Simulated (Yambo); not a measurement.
BSE-type run in Yambo on BaCuSF (space group P4/nmm, No. 129), at zero momentum.

Quantum ESPRESSO step (PBEsol, PseudoDojo standard norm-conserving files, scalar-relativistic):
```
&CONTROL
  calculation = 'nscf'
  pseudo_dir = './pseudo'
  outdir = './out'
/
&SYSTEM
  ibrav = 0
  nat = 8
  ntyp = 4
  ecutwfc = 92.0
  ecutrho = 368.0
  occupations = 'fixed'
  force_symmorphic = .true.
  nbnd = 103
/
&ELECTRONS
  conv_thr = 8e-09
  diago_full_acc = .true.
  diago_thr_init = 1e-08
/
ATOMIC_SPECIES
F 18.9984 F.upf
S 32.0600 S.upf
Cu 63.5460 Cu.upf
Ba 137.3270 Ba.upf
CELL_PARAMETERS angstrom
  4.129930000000   0.000000000000   0.000000000000
  0.000000000000   4.129930000000   0.000000000000
  0.000000000000   0.000000000000   9.106470000000
ATOMIC_POSITIONS crystal
F   0.500000000000   0.500000000000   0.000000000000
F   0.000000000000   0.000000000000   0.000000000000
S   0.000000000000   0.500000000000   0.356510000000
S   0.500000000000   0.000000000000   0.643490000000
Cu   0.500000000000   0.500000000000   0.500000000000
Cu   0.000000000000   0.000000000000   0.500000000000
Ba   0.000000000000   0.500000000000   0.819900000000
Ba   0.500000000000   0.000000000000   0.180100000000
K_POINTS automatic
4 4 2 0 0 0
```

Yambo input:
```
rim_cut
optics
bse
bss
dipoles
em1s
RandQpts= 1000000
RandGvec= 1 Ry
FFTGvecs= 40 Ry
Chimod= "HARTREE"
BSKmod= "SEX"
BSEmod= "resonant"
BSSmod= "hs"
BSENGexx= 15 Ry
BSENGBlk= 3 Ry
% KfnQP_E
 1.112 | 1.0 | 1.0 |
%
% BSEQptR
 1 | 1 |
%
% BSEBands
 25 | 56 |
%
% BEnRange
 0.0 | 8.7 | eV
%
% BDmRange
 0.15 | 0.15 | eV
%
BEnSteps= 174
% BLongDir
 0.0 | 0.0 | 1.0 |
%
BSHayTrs= -0.02
BSSNEig= 24
WRbsWF
% BndsRnXs
 9 | 99 |
%
NGsBlkXs= 3 Ry
% LongDrXs
 1.0 | 1.0 | 1.0 |
%
```

From the report:

The dimension is k points × valence × conduction bands = 32 × 18 × 14 = 8064.
```
  [SLEPC] Approach                          : Krylov-Schur
  [SLEPC] Number of requested eigenvalues   :  24
  [SLEPC] Number of eigenvalues        [NEV]:  24
   [K] Dimension                                    :   8064
   [K] Bands                                        :   25   56
   [K] Exchange res                                 : yes
   [K] Correlation res                              : yes
   [K] W interaction is bare                        : no
   [K] RL vectors exchange                          :  1041
   [K] RL vectors correlation                       :   93
   [W] Matrix size                                  :   93
   [W] Bands                                        :    9   99
   [W] Coulomb Cutoff                               : none
   [W] Hxc Kernel                                   : HARTREE
```

Geometry of the Materials Project entry, not relaxed at this level.

The structure is a Materials Project entry; no match was found in the copy of COD used, and its stability was not checked.

With a shallow 3d shell G0W0 needs far more bands and larger blocks than here, so the scissor is uncertain by tenths of an eV or more.
